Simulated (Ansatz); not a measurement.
Data:

La:
```
La
1.0
    3.66231     0.00000     0.00000
   -1.83115     3.17165     0.00000
    0.00000     0.00000    11.79608
La
4
Direct
  0.00000   0.00000   0.00000
  0.00000   0.00000   0.50000
  0.33333   0.66667   0.25000
  0.66667   0.33333   0.75000
```

This is the PBE+D3(BJ)-relaxed structure. Cartesian axes are those of the cell as given.

### Question
All from DFT-PBE+D3(BJ) in the program Ansatz with PAW potentials, unless another level is named. Give the bulk modulus (Birch–Murnaghan fit).

### Answer
25.8 GPa.

### Question
And the elastic constants (relaxed ions, GPa)?

### Answer
C11 = 54.1, C12 = 16.7, C13 = 8.1, C33 = 61.0, C44 = 15.8.

Space group P6_3/mmc (dhcp (α-La type)). The cell was relaxed with PBE+D3(BJ) under the symmetry of its start. The pairwise dispersion correction was not fitted to metals. As this level gives no gap, shear constants depend on the k-mesh and smearing (Fermi–Dirac, 0.1 eV here). Spin–orbit coupling is left out wherever it is not named.

Potentials: the later of the program's two PAW sets.
